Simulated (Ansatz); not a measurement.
InP:
```
CELL_PARAMETERS angstrom
      4.12145     0.00000     0.00000
     -2.06073     3.56928     0.00000
      0.00000     0.00000     9.24918
ATOMIC_POSITIONS crystal
  In 0.00000 0.49982 0.66667
  In 0.50018 0.50018 0.00000
  In 0.49982 0.00000 0.33333
  P  0.00000 0.49990 0.16667
  P  0.50010 0.50010 0.50000
  P  0.49990 0.00000 0.83333
```

Relaxed with PBEsol.

Which orbitals make up the states near the Fermi level in PBEsol (plane waves, PAW; program Ansatz)?

Within 0.5 eV of the Fermi level: P 3p 77 %, In 5p 17 %. Projections are on Löwdin-orthogonalised atomic valence shells; empty p or d shells of many metals are not among them.

Tabulate the density of states.

States/eV per cell of 6 atoms, in 0.25 eV bins, energy from the Fermi level.

```
E (eV)  total  P 3p  In 5p  In 5s
------  -----  ----  -----  -----
-7.85    0.00  0.00   0.00   0.00
-7.60    0.00  0.00   0.00   0.00
-7.35    0.00  0.00   0.00   0.00
-7.10    0.00  0.00   0.00   0.00
-6.85    0.00  0.00   0.00   0.00
-6.60    1.33  0.61   0.10   0.58
-6.35    2.82  1.29   0.20   1.22
-6.10    2.58  1.17   0.21   1.01
-5.85    3.18  1.44   0.25   1.23
-5.60    1.71  0.77   0.19   0.55
-5.35    0.88  0.41   0.10   0.26
-5.10    1.24  0.58   0.19   0.34
-4.85    3.37  1.54   0.48   1.01
-4.60    3.61  1.70   0.64   0.90
-4.35    1.40  0.69   0.26   0.30
-4.10    1.34  0.68   0.28   0.25
-3.85    1.82  0.95   0.42   0.30
-3.60    2.07  1.15   0.57   0.20
-3.35    2.35  1.36   0.68   0.15
-3.10    2.90  1.75   0.82   0.15
-2.85    3.79  2.34   1.02   0.22
-2.60    3.44  2.15   0.87   0.24
-2.35    3.25  2.09   0.79   0.21
-2.10    4.43  3.03   1.02   0.20
-1.85    4.37  3.10   0.96   0.15
-1.60    4.33  3.16   0.89   0.12
-1.35    4.94  3.74   0.91   0.13
-1.10    5.60  4.22   1.07   0.14
-0.85    3.11  2.43   0.52   0.05
-0.60    1.53  1.21   0.26   0.01
-0.35    0.52  0.40   0.09   0.01
-0.10    0.09  0.07   0.01   0.00
0.15     0.00  0.00   0.00   0.00
0.40     0.01  0.00   0.00   0.00
0.65     0.11  0.02   0.01   0.04
0.90     0.75  0.18   0.15   0.24
1.15     2.24  0.54   0.51   0.67
1.40     3.06  0.76   0.70   0.95
1.65     2.52  0.70   0.60   0.71
1.90     2.57  0.71   0.81   0.56
2.15     4.68  1.40   1.45   0.99
2.40     4.83  1.63   1.40   0.98
2.65     3.90  1.26   1.28   0.74
2.90     3.70  1.23   1.29   0.64
3.15     3.49  0.98   1.46   0.48
3.40     4.10  1.11   1.80   0.51
3.65     3.04  0.76   1.43   0.30
3.90     1.81  0.36   0.91   0.13
4.15     3.63  0.64   1.91   0.19
4.40     4.76  0.90   2.54   0.20
4.65     2.84  0.60   1.42   0.13
```

Space group P6_422. The start of the workflow was typed in or built on a structure type; neither database checked (COD, Materials Project) lists it. It is not the phase usual at ambient conditions (space group No. 216). The cell was relaxed with PBEsol under the symmetry of its start; whether a distortion lowers the energy is not shown. Scalar-relativistic: spin–orbit coupling is off unless named, which matters more the heavier the elements.

Potentials: the earlier of the program's two PAW sets. The files were generated under PBE; for other functionals the program regenerates the frozen cores, and for LDA and PBEsol the local potential too.
